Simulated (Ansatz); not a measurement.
An Ansatz (an electronic-structure program) run. Input:

Ansatz 0.2 input:
```yaml
crystal:
  lattice:
    - [0.0, 3.2547199564, 3.2547199564]
    - [3.2547199564, 0.0, 3.2547199564]
    - [3.2547199564, 3.2547199564, 0.0]
  atoms:
    - { symbol: Te, position: [0.75, 0.75, 0.75] }
    - { symbol: Hg, position: [0.0, 0.0, 0.0] }
kpoints:
  mp_grid: { grid: [19, 19, 19] }
hamiltonian:
  xc: pbesol
  pseudopotentials: { kind: paw }
scf:
  occupations: { method: fermi_dirac, width: 0.1 }
elastic: { mode: relaxed_ion, stencil: two_point, amplitude: 0.005, f_tol: 0.0005 }
```

Output (shortened):

```
Pseudopotentials: kind: paw
Pseudopotential: Te, paw, valence charge 16
Pseudopotential: Hg, paw, valence charge 20
Functional definition: PBEsol
Crystal: 2 atoms, lattice volume = 68.956 Å³
Basis set: ecut = 420 eV, 1363 PW (Γ), exchange–correlation on 64×64×64 points (8 copies of the dense FFT grid, shifted against one another)
Bands: 22, of which v1, the nominal top of the filled ones, is band 18 counted from 1 (17 counted from 0)
Symmetry: 24 space group operations
Space group: F-43m (ITA 216), of the structure as read, at distance tolerance 4.1e-5 Å
k-points: 220 of 6859 (time reversal used)
PAW frozen core: Te, regenerated for the run's functional, and the local potential with it
PAW frozen core: Hg, regenerated for the run's functional, and the local potential with it
Initial wavefunctions: pseudopotential atomic-orbital guess
Eigensolver: davidson
Functional: x = pbesol(κ = 0.804, μ = 0.12345679012345678), c = pbesol(β = 0.046)
all-band conjugate gradients solve this SCF's bands
SCF 1 converged in 10 iterations: F = -20569.816184 eV  dr2 = 7.22e-15
density extrapolation: transplant  |δρ|_rms = 1.606e-2 e/Å³  SAD shift = 7.126e-3 e/Å³
Crystal: 2 atoms, lattice volume = 68.611 Å³
Symmetry: 8 space group operations
k-points: 550 of 6859 (time reversal used)
Initial density: handed on by an earlier stage of this run
Initial wavefunctions: those handed on with the density
SCF 2 converged in 8 iterations: F = -20569.815890 eV  dr2 = 1.35e-14
density extrapolation: first-order (α = -2.000)  |δρ|_rms = 1.606e-2 e/Å³  SAD shift = 7.072e-3 e/Å³
Crystal: 2 atoms, lattice volume = 69.301 Å³
SCF 3 converged in 8 iterations: F = -20569.815911 eV  dr2 = 2.06e-14
Crystal: 2 atoms, lattice volume = 68.955 Å³
Symmetry: 4 space group operations
k-points: 1000 of 6859 (time reversal used)
Initial wavefunctions: pseudopotential atomic-orbital guess (no wavefunctions were taken with the density)
SCF 4 converged in 10 iterations: F = -20569.815986 eV  dr2 = 9.07e-15
relax step   1: F+E_penalty+E_count = -20569.81598629 eV  Δ(F+E_penalty+E_count) = +0.000e0 eV  max|allowed force component| = 2.407e-2 eV/Å  Δτ_max = 0.0000 Å  (10 SCF iters, accepted)
density extrapolation: transplant  |δρ|_rms = 1.606e-2 e/Å³  SAD shift = 1.247e-2 e/Å³
Crystal: 2 atoms, lattice volume = 68.955 Å³
SCF 5 converged in 8 iterations: F = -20569.816069 eV  dr2 = 8.95e-14
relax step   2: F+E_penalty+E_count = -20569.81606943 eV  Δ(F+E_penalty+E_count) = -8.314e-5 eV  max|allowed force component| = 3.544e-3 eV/Å  Δτ_max = 0.0041 Å  (8 SCF iters, accepted)
density extrapolation: transplant  |δρ|_rms = 1.606e-2 e/Å³  SAD shift = 1.600e-3 e/Å³
Crystal: 2 atoms, lattice volume = 68.955 Å³
SCF 6 converged in 7 iterations: F = -20569.816071 eV  dr2 = 1.38e-14
relax step   3: F+E_penalty+E_count = -20569.81607127 eV  Δ(F+E_penalty+E_count) = -1.843e-6 eV  max|allowed force component| = 4.447e-7 eV/Å  Δτ_max = 0.0005 Å  (7 SCF iters, accepted)
Crystal: 2 atoms, lattice volume = 68.955 Å³
SCF 7 converged in 2 iterations: F = -20569.816071 eV  dr2 = 8.10e-14
Crystal: 2 atoms, lattice volume = 68.955 Å³
SCF 8 converged in 10 iterations: F = -20569.815986 eV  dr2 = 9.02e-15
relax step   1: F+E_penalty+E_count = -20569.81598629 eV  Δ(F+E_penalty+E_count) = +0.000e0 eV  max|allowed force component| = 2.407e-2 eV/Å  Δτ_max = 0.0000 Å  (10 SCF iters, accepted)
density extrapolation: transplant  |δρ|_rms = 1.606e-2 e/Å³  SAD shift = 1.087e-2 e/Å³
Crystal: 2 atoms, lattice volume = 68.955 Å³
SCF 9 converged in 8 iterations: F = -20569.816071 eV  dr2 = 3.02e-14
relax step   2: F+E_penalty+E_count = -20569.81607127 eV  Δ(F+E_penalty+E_count) = -8.498e-5 eV  max|allowed force component| = 3.500e-6 eV/Å  Δτ_max = 0.0035 Å  (8 SCF iters, accepted)
Crystal: 2 atoms, lattice volume = 68.955 Å³
SCF 10 converged in 2 iterations: F = -20569.816071 eV  dr2 = 8.86e-14
SCF converged after 10 iterations
Free energy (F): -20569.816184 eV
Harris-Foulkes:  -20569.816184 eV  (|F-HF|=0.00e0)
Internal energy: -20569.814370 eV  (E = F + TS)
E sigma→0 (E₀):  -20569.815277 eV
Entropy (-TS):   -0.001814 eV (-0.907 meV/atom)
Fermi energy:    8.453081 eV
--- Per-component energies (eV) ---
  E_band       = -785.364662
  E_kinetic    = 784.158396
  E_local      = -4854.036730  (includes V_loc(G=0)·N_el)
  E_nonlocal   = -231.614585
  E_hartree    = 2352.438234
  E_xc         = -341.857217
  E_vxc        = -365.278221  (∫ρ·V_xc dr)
  E_paw        = -14385.275078  (= ΣΔE_a)
  E_vpaw       = -823.470712  (= ΣTr[D̂ρ^β])
  E_aug_tail   = 0.000716  (compensation charges beyond the density's cutoff)
  E_ewald      = -3894.331574
  E_core_change = 0.703466  (= ΣΔE_core)
  E_smearing   = -0.001814  (= −TS)
  E_closure    = 0.000000  (closes the sum)
  Σ components = -20569.816184   (vs F -20569.816184, Δ=0.00e0)
--- Forces (eV/Å), atoms counted from 1 ---
  atom   1  Te     0.00000000     0.00000000     0.00000000
  atom   2  Hg     0.00000000     0.00000000     0.00000000
  max |Σ_I F_I| component: 8.79e-17 eV/Å
--- Stress (GPa, compression-positive) ---
        0.003712       0.000000       0.000000
        0.000000       0.003712       0.000000
        0.000000       0.000000       0.003712
  P = ⅓ Tr σ = 0.0037 GPa (0.037 kbar)
  The stress holds the Pulay correction. Without it, at fixed plane waves, as pw.x and ABINIT print it: P = -0.0266 GPa
  The stress includes an estimate of the error left by incomplete SCF convergence (largest component 0.0000 GPa).
--- Band table (eV; the first three rows and the last of 220) ---
  k-point 0: bands = ["-106.6091", "-55.0082", "-55.0082", "-55.0082", "-28.3740", "-28.3740", "-28.3740", "-28.3664", "-28.3664", "-3.6250", "1.0312", "1.0312", "1.0312", "1.5416", "1.5416", "7.4011", "8.2489", "8.2489", "8.2489", "12.4877", "12.4877", "12.4877"]
  k-point 1: bands = ["-106.6091", "-55.0082", "-55.0082", "-55.0082", "-28.3740", "-28.3740", "-28.3740", "-28.3664", "-28.3664", "-3.6114", "1.0351", "1.0351", "1.0356", "1.5412", "1.5412", "7.1205", "8.2166", "8.2166", "8.4550", "12.4254", "12.5321", "12.5321"]
  k-point 2: bands = ["-106.6091", "-55.0082", "-55.0082", "-55.0082", "-28.3740", "-28.3740", "-28.3740", "-28.3664", "-28.3664", "-3.5717", "1.0461", "1.0461", "1.0504", "1.5400", "1.5400", "6.5856", "8.1263", "8.1263", "8.7593", "12.3562", "12.6539", "12.6539"]
  k-point 219: bands = ["-106.6091", "-55.0083", "-55.0083", "-55.0082", "-28.3743", "-28.3740", "-28.3736", "-28.3663", "-28.3661", "-2.8851", "1.2445", "1.2885", "1.4863", "1.5119", "2.1125", "2.8392", "5.6002", "5.8646", "11.2582", "12.7563", "13.5151", "14.4371"]
  band table: 22 of 22 bands, residual norms ≤ 1.0e-3 eV
--- Elastic constants: 2 strain directions × 2 members + reference (group order 24) ---
  dense FFT box of the reference and of every strained cell: 32×32×32
  strains applied: 11, 23; error gains: componentwise 1.00 (the most a stress slope's error grows in a printed constant), spectral 1.73 (1 for all six strains …
  C = ∂σ_k/∂η_j (tension-positive GPa; Voigt order 11 22 33 23 13 12):
        52.722     36.757     36.757      0.000      0.000      0.000
        36.757     52.722     36.757      0.000      0.000      0.000
        36.757     36.757     52.722      0.000      0.000      0.000
         0.000      0.000      0.000     21.014      0.000      0.000
         0.000      0.000      0.000      0.000     21.014      0.000
         0.000      0.000      0.000      0.000      0.000     21.014
  reference stress σ⁰ (GPa):     -0.004     -0.004     -0.004      0.000      0.000      0.000
  moduli (Voigt/Reuss/Hill, GPa): K = 42.08/42.08/42.08   G = 15.80/12.71/14.26   E = 38.43   ν = 0.348
  mechanically stable: yes (min eigenvalue of sym C = 15.97 GPa)
  strain η (Voigt 11):  stress-route row diagonal C_11 = 52.72 GPa, energy-path curvature d²(F+E_count+ΔE)/dδ²/Ω₀ = 52.74 GPa
         δ    σ_11 (GPa)             F (eV)   n_scf  n_hpsi   n_pw
    -5.000e-3      -0.2693      -20569.8158902       8  217903   1371   relax 0 steps, max|allowed force component| 4.16e-17 eV/Å
     5.000e-3       0.2579      -20569.8159105       8  219405   1375   relax 0 steps, max|allowed force component| 3.47e-17 eV/Å
  strain η (Voigt 23):  stress-route row diagonal C_44 = 21.01 GPa, energy-path curvature d²(F+E_count+ΔE)/dδ²/Ω₀ = 21.03 GPa
         δ    σ_23 (GPa)             F (eV)   n_scf  n_hpsi   n_pw
    -5.000e-3      -0.1051      -20569.8160713       2  222990   1371   relax 3 steps, max|allowed force component| 4.45e-7 eV/Å
     5.000e-3       0.1051      -20569.8160713       2  223125   1371   relax 2 steps, max|allowed force component| 3.50e-6 eV/Å
```

Cost: about 21 core-minutes (a rough figure) on shared cores.

Symmetry was held in the PBEsol relaxation. As this level gives no gap, shear constants depend on the k-mesh and smearing (Fermi–Dirac, 0.1 eV here). Spin–orbit coupling is left out wherever it is not named.

Potentials: the later of the program's two PAW sets.

Ansatz is a plane-wave DFT program.
